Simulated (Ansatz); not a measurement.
## Computed properties of Ga2O3

Ga2O3:
```
Ga2O3
1.0
    2.99315     0.00000     0.00000
   -1.49658     2.59214     0.00000
    0.00000     0.00000     6.97176
Ga O
2 3
Direct
  0.33333   0.66667   0.20010
  0.66667   0.33333   0.79990
  0.00000   0.00000   0.00000
  0.33333   0.66667   0.69504
  0.66667   0.33333   0.30496
```

Space group P-3m1 (No. 164), La2O3 or Ni2Al3 type; conventional cell a = b = 2.9932 Å, c = 6.9718 Å, α = β = 90.00°, γ = 120.00°.

Method: DFT-PBEsol in the program Ansatz with PAW potentials. Structure relaxed to zero pressure with the same functional. Other levels are named where they apply.

### Cell and energy

- Volume per atom: 10.82 Å³
- Density: 5.75 g/cm³
- Formation energy from the elements (no fitted shifts): -1.74 eV/atom

### Electronic structure

* **Band gap**: 2.47 eV (direct)
* **Valence-band maximum**: at Γ
* **Conduction-band minimum**: at Γ
* **Electron effective mass**: 0.27, 0.27, 0.33 mₑ (principal values)
* **Electron effective mass with spin–orbit coupling**: 0.27, 0.27, 0.33 mₑ (principal values)
* **HSE06 gap on the PBEsol cell**: 4.20 eV
* **Gap with spin–orbit coupling**: 2.47 eV

### Mechanics

- Elastic constants (relaxed ions, GPa) = C11 = 263, C12 = 204, C13 = 18.8, C14 = 17.8, C33 = 21.7, C44 = 17.4
- Mechanical stability = stable (all eigenvalues of C positive)

### Dielectric response

Electronic dielectric constant ε∞ (DFPT): 4.41 (xx = yy), 3.36 (zz)
Born charges (a third of the trace): Ga +2.97, O -2.29 to -1.83 e

### Phonons

Highest zone-centre frequency (without LO–TO term): 542 cm^-1
Zone-centre stability: unstable, softest mode 84i cm⁻¹

A made-up cell: these elements were put on the sites of a structure type; neither database checked (COD, Materials Project) lists it. It is not the phase usual at ambient conditions (space group No. 12, 167). The cell was relaxed with PBEsol under the symmetry of its start. The references are the lowest solids computed at this level, not always the standard phases (solids in place of the gases). Spin–orbit coupling is left out wherever it is not named.

Potentials: the later of the program's two PAW sets.
